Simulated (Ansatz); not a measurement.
Values for one crystal, relaxed and computed with PBE (plane waves, PAW; program Ansatz); other levels are named.

```yaml
volume_per_atom: 17.35 Å³
band_gap: 2.67 eV (indirect)
Pressure derivative B′: 3.9
valence_band_maximum: at Γ
Hole effective mass, band 2 of 3 at the edge: 0.48 along [100], 0.48 along [110], 1.1 along [111] (mₑ)
electron_effective_mass: 0.27, 0.27, 0.90 mₑ (principal values)
Hole effective mass, band 3 of 3 at the edge: 0.24 along [100], 0.17 along [110], 0.15 along [111] (mₑ)
```

**Question.** Pick the material that matches.
(A) BeSe, zinc blende
(B) TePb, zinc blende
(C) BeTe, zinc blende
(D) GaAs, zinc blende

**Answer.** A, BeSe, zinc blende

Space group F-43m (zinc blende). The cell was relaxed with PBE under the symmetry of its start. Spin–orbit coupling is left out wherever it is not named.

Potentials: the earlier of the program's two PAW sets.
